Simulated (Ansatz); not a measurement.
Level: r2SCAN, no spin polarisation; 500 eV; 5×7×4 Γ-centred mesh; fermi-dirac occupations (width 0.1 eV); Ansatz 0.2.0, fixed geometry.

Computed maps in the lattice plane spanned by a (left to right, 7.49 Å, 23 points from zero) and c (bottom to top, 8.52 Å, 26 points from zero), 90° apart, at height 0.250 along b. The fields are smooth PAW ones with compensation charges, not the true ones near nuclei.

Valence density. Digits on a logarithmic scale: 0 up to 0.03 e/Å³, each further digit a factor of 1.6, 9 from 1.3 e/Å³ up:
```
22457999997555799997543
22457999997556899998643
22357999997556899998543
22346799876445799997542
12245667654434578875432
22344555543323455655432
23445655432222345555443
34567876543212345677654
44689998643222356899865
55799999753223467999976
55799999753223468999986
55699998643223468999986
44568986543223467999975
43455655433223456777764
33344444333344445566544
33333333334677644444433
44433332246999964333333
88753322348999974333335
99984322348999974322359
99995322347999963322369
99995333334788643222369
99974333333444433322358
78754444443333333333335
34444556554333444443333
23345677765434456654432
22456899976544678876432
```

ELF. Ten even steps from '0' (0.00) to '9' (0.77):
```
23797400046744420024675
22697300046744300004575
22587510157644300014575
11367654567544431134564
11235666676335444344542
11234455543124543334321
13444334321112334555532
34544344443111246666764
44442124465212577655676
54420002467313786300367
54420002467324886100167
54431013477325886100267
54443344676324897523567
43554445664112588766687
23455555531000147777875
11234444311475202556542
01112333105999820234310
78610233118924950133102
99971133118813960132018
51792123105999930232049
62891023201487411232049
99950133320011112332018
67411456653111344443102
00026777776323555555420
11379766678534544446752
23698642467644443344775
```

Q: The cell is ScSnTe. Which atoms lie within 0.2 Å of this plane, and where (fractions of a and c)?

A: Sn at (0.22, 0.59), Sn at (0.72, 0.91), Te at (0.80, 0.57), Te at (0.30, 0.93), Sc at (0.54, 0.28), Sc at (0.04, 0.21). The whole cell:
```
CELL_PARAMETERS angstrom
7.49146 0.00000 0.00000
0.00000 4.89970 0.00000
0.00000 0.00000 8.52161
ATOMIC_POSITIONS crystal
Sn 0.21610 0.25000 0.59200
Sn 0.28390 0.75000 0.09200
Sn 0.71610 0.25000 0.90800
Sn 0.78390 0.75000 0.40800
Te 0.80200 0.25000 0.56900
Te 0.69800 0.75000 0.06900
Te 0.30200 0.25000 0.93100
Te 0.19800 0.75000 0.43100
Sc 0.53800 0.25000 0.28500
Sc 0.96200 0.75000 0.78500
Sc 0.03800 0.25000 0.21500
Sc 0.46200 0.75000 0.71500
```

Origin: a known structure type with other elements, at an estimated volume, so it need not be a known compound.
